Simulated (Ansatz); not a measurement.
Input and command of a plane-wave DFT calculation in Ansatz:

```yaml
crystal:
  lattice:
    - [4.0329871978, 0.0, 0.0]
    - [0.0, 4.0329871978, 0.0]
    - [0.0, 0.0, 4.0329871978]
  atoms:
    - { symbol: Ca, position: [0.0, 0.0, 0.0] }
    - { symbol: Ru, position: [0.0, 0.5, 0.5] }
    - { symbol: Ru, position: [0.5, 0.0, 0.5] }
    - { symbol: Ru, position: [0.5, 0.5, 0.0] }
basis:
  ecutwfc: 420
kpoints:
  mp_grid: { grid: [12, 12, 12] }
hamiltonian:
  xc: pbe
scf:
  occupations: { method: gaussian, width: 0.1 }
output:
  forces: true
  stress: true
  eigenvalues: true
relax:
  adjacent_minimum: "off"
  f_tol: 0.01
  max_steps: 80
  cell: { stress_tol: 0.05 }
```

```bash
ansatz run input.yaml --threads 1 --pin off --max-ram 2560MiB --backend cpu --events-out ev --progress --plain --runs-dir out
```

Processor: Intel(R) Xeon(R) 6975P-C (Granite Rapids), 1 thread, on a host shared with other jobs.

Q: Estimate time, memory and problem size.

A: About 21 s on 1 thread of Intel(R) Xeon(R) 6975P-C (Granite Rapids), on a shared host, peak memory 0.46 GiB. It solves 35 bands at 84 k points (the mesh reduced by the symmetry that the task leaves, which can be less than the crystal's) with about 1309 plane waves (on the last cell), in 29 SCF iterations over 4 ionic steps.
